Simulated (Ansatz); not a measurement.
The relaxed structure here is a generated cell of MnSi: the first start was made by placing the elements on the sites of a structure type, and the end was not matched to a known phase here, so it may be hypothetical. Known forms of MnSi include space group No. 198.

A relaxed structure of MnSi. Space group P4/mmm (No. 123), AFLOW prototype AB_tP2_123_a_d (L1_0, as in CuAu). The numbers are results of r2SCAN (plane waves to 500 eV, PAW, scalar-relativistic; Ansatz, an electronic-structure program), not measurements.

```cif
data_MnSi
_chemical_formula_sum 'Mn1 Si1'
_space_group_name_H-M_alt 'P 1'
_space_group_IT_number 1
_cell_length_a 2.58561
_cell_length_b 2.58561
_cell_length_c 3.44763
_cell_angle_alpha 90.000
_cell_angle_beta 90.000
_cell_angle_gamma 90.000
loop_
_space_group_symop_operation_xyz
  'x, y, z'
loop_
_atom_site_label
_atom_site_type_symbol
_atom_site_fract_x
_atom_site_fract_y
_atom_site_fract_z
_atom_site_occupancy
Mn1 Mn 0.50000 0.50000 0.50000 1
Si1 Si 0.00000 0.00000 0.00000 1
```

Q: What is the computed magnetic moment (r2SCAN)?

A: Net 1.01 μB/atom, ferromagnetic.

Spin state reached: ferromagnetic (net 1.01 μB/atom), from parallel starting moments; other spin orders were not run from this start. r2SCAN tends to overstate moments in metals.

The run could not lose the symmetry of its start, so the end can be a saddle point.

All atoms sit on sites fixed by symmetry, so only the cell could relax.
